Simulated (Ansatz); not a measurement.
InCo3SnS2:
```
CELL_PARAMETERS angstrom
      2.60863     1.50609     4.46333
     -2.60863     1.50609     4.46333
      0.00000    -3.01218     4.46333
ATOMIC_POSITIONS crystal
  In 0.50000 0.50000 0.50000
  Co 0.00000 0.50000 0.50000
  Co 0.50000 0.00000 0.50000
  Co 0.50000 0.50000 0.00000
  Sn 0.00000 0.00000 0.00000
  S  0.22019 0.22019 0.22019
  S  0.77981 0.77981 0.77981
```

Relaxed with PBEsol.

Problem. Which orbitals make up the states near the band edges in PBEsol in the plane-wave PAW code Ansatz?

Solution. Top 1 eV of the valence band: Co 3d 85 %, S 3p 7 %. Bottom 1 eV of the conduction band: Co 3d 65 %, S 3p 16 %, Sn 5p 5 %. Projections are on Löwdin-orthogonalised atomic valence shells; empty p or d shells of many metals are not among them.

Problem. Tabulate the density of states.

Solution. States/eV per cell of 7 atoms, in 0.25 eV bins, energy from the valence-band maximum.

| E (eV) | total | Co 3d | S 3p | Sn 5p |
|---|---|---|---|---|
| -7.85 | 0.23 | 0.01 | 0.09 | 0.02 |
| -7.60 | 1.91 | 0.08 | 0.70 | 0.18 |
| -7.35 | 2.21 | 0.14 | 0.79 | 0.21 |
| -7.10 | 1.54 | 0.14 | 0.60 | 0.15 |
| -6.85 | 1.31 | 0.17 | 0.57 | 0.13 |
| -6.60 | 1.85 | 0.26 | 0.90 | 0.20 |
| -6.35 | 2.45 | 0.38 | 1.29 | 0.25 |
| -6.10 | 3.59 | 0.59 | 1.91 | 0.34 |
| -5.85 | 1.89 | 0.38 | 0.88 | 0.11 |
| -5.60 | 3.66 | 0.75 | 1.63 | 0.24 |
| -5.35 | 3.96 | 0.84 | 1.73 | 0.27 |
| -5.10 | 2.66 | 0.64 | 1.16 | 0.11 |
| -4.85 | 4.92 | 1.36 | 2.12 | 0.25 |
| -4.60 | 4.43 | 1.21 | 1.88 | 0.35 |
| -4.35 | 2.85 | 0.83 | 1.50 | 0.12 |
| -4.10 | 5.10 | 1.68 | 2.46 | 0.22 |
| -3.85 | 6.34 | 2.12 | 3.18 | 0.24 |
| -3.60 | 6.34 | 2.29 | 2.96 | 0.39 |
| -3.35 | 3.23 | 1.86 | 0.46 | 0.32 |
| -3.10 | 3.79 | 2.45 | 0.31 | 0.55 |
| -2.85 | 5.97 | 4.16 | 0.29 | 1.01 |
| -2.60 | 7.88 | 5.94 | 0.28 | 0.77 |
| -2.35 | 6.82 | 4.79 | 0.16 | 0.59 |
| -2.10 | 7.88 | 5.92 | 0.31 | 0.52 |
| -1.85 | 6.77 | 5.46 | 0.32 | 0.24 |
| -1.60 | 5.54 | 4.65 | 0.29 | 0.15 |
| -1.35 | 10.42 | 8.73 | 0.75 | 0.30 |
| -1.10 | 5.49 | 4.59 | 0.52 | 0.10 |
| -0.85 | 15.04 | 13.23 | 1.04 | 0.24 |
| -0.60 | 13.48 | 11.73 | 1.08 | 0.15 |
| -0.35 | 9.21 | 7.38 | 0.64 | 0.35 |
| -0.10 | 1.22 | 0.84 | 0.14 | 0.02 |
| 0.15 | 2.16 | 1.84 | 0.17 | 0.04 |
| 0.40 | 4.96 | 3.59 | 0.70 | 0.16 |
| 0.65 | 2.91 | 1.93 | 0.50 | 0.15 |
| 0.90 | 4.84 | 2.67 | 0.91 | 0.32 |
| 1.15 | 3.14 | 1.44 | 0.64 | 0.31 |
| 1.40 | 1.15 | 0.47 | 0.23 | 0.22 |
| 1.65 | 2.44 | 0.91 | 0.46 | 0.42 |
| 1.90 | 3.51 | 1.16 | 0.57 | 0.83 |
| 2.15 | 4.11 | 1.20 | 0.70 | 1.17 |
| 2.40 | 2.21 | 0.59 | 0.39 | 0.67 |
| 2.65 | 2.68 | 0.69 | 0.44 | 0.69 |
| 2.90 | 2.17 | 0.51 | 0.36 | 0.48 |
| 3.15 | 3.05 | 0.65 | 0.57 | 0.52 |
| 3.40 | 2.13 | 0.33 | 0.33 | 0.28 |
| 3.65 | 2.46 | 0.36 | 0.36 | 0.54 |
| 3.90 | 2.28 | 0.32 | 0.35 | 0.62 |
| 4.15 | 2.98 | 0.36 | 0.48 | 0.67 |
| 4.40 | 4.60 | 0.55 | 0.73 | 0.66 |
| 4.65 | 4.56 | 0.48 | 0.61 | 0.78 |
| 4.90 | 3.45 | 0.34 | 0.38 | 0.63 |

Space group R-3m. The workflow started from a Materials Project entry (that database holds measured and hypothetical structures alike); the Crystallography Open Database copy checked does not list it. Whether it is the stable phase at ambient conditions was not checked. Symmetry was held in the PBEsol relaxation; its stability against distortions is not shown here. No spin polarisation was allowed. Scalar-relativistic: spin–orbit coupling is off unless named, which matters more the heavier the elements.

Potentials: the later of the program's two PAW sets.
